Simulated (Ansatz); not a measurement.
Method: PBE, with U_eff = 2.99 eV on Cd d (all-electron-ortho-atomic projectors), spin-orbit coupling; PAW, plane waves to 420 eV, 5×5×3 Γ-centred mesh, fermi-dirac occupations (width 0.0861 eV) (Ansatz 0.2.0), atoms fixed.

Computed maps in the lattice plane spanned by a (left to right, 4.47 Å, 14 points from zero) and c (bottom to top, 7.34 Å, 22 points from zero), 90° apart, at height 0.333 along b. The fields are smooth PAW ones with compensation charges, not the true ones near nuclei.

Valence density. Digits on a logarithmic scale: 0 up to 0.03 e/Å³, each further digit a factor of 1.6, 9 from 1.3 e/Å³ up:
```
33333333333333
33333333333333
33333333333333
33444444433444
44567765444444
45699997544444
45899999644333
45999999643333
45899999643223
34699997543323
34567765433333
33445554433333
43445554334444
44568875444444
44799998544444
45899999644444
45999999644444
35799999543333
34589986433333
33456654333333
33333333333333
33333333333333
```

Task: The cell is CaYb₂Cd₂. Which atoms lie within 0.2 Å of this plane, and where (fractions of a and c)?

Result: Cd at (0.33, 0.64), Yb at (0.33, 0.24). The whole cell:
```
Cd Ca Yb
1.0
     2.23351    3.86855    0.00000
    -2.23351    3.86855    0.00000
     0.00000    0.00000    7.34337
Cd Ca Yb
2 1 2
Direct
  0.33330 0.33340 0.63690
  0.66670 0.66660 0.36310
  0.00000 0.00000 0.00000
  0.33330 0.33340 0.24050
  0.66670 0.66660 0.75950
```

The state carries no moments; the state need not be the lowest.

Origin: a known structure type with other elements, at an estimated volume, so it need not be a known compound. Caveats: started without moments under time reversal, so no moment could form; the k mesh is coarse if the cell is a metal; atoms or cell far from equilibrium.
